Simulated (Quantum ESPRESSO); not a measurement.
```
CELL_PARAMETERS angstrom
      3.63601     0.00000     0.00000
      0.00000     3.63601     0.00000
      0.00000     0.00000     6.30565
ATOMIC_POSITIONS crystal
  F  0.00000 0.00000 0.71859
  F  0.00000 0.00000 0.28141
  F  0.50000 0.00000 0.00000
  F  0.00000 0.50000 0.00000
  Al 0.00000 0.00000 0.00000
  Tl 0.50000 0.50000 0.50000
```

The geometry is that of Materials Project entry mp-5606, symmetrised and not relaxed again.

What does LDA (Quantum ESPRESSO, PseudoDojo norm-conserving, 84 Ry, no spin-orbit coupling) give for the electronic structure near the Fermi level?

The LDA gap is indirect, 4.11 eV, from R to X; the smallest direct gap is 4.24 eV. Spin-orbit coupling is left out; with 6p states at a band edge it can lower the gap by many tenths of an eV, most of a small gap.
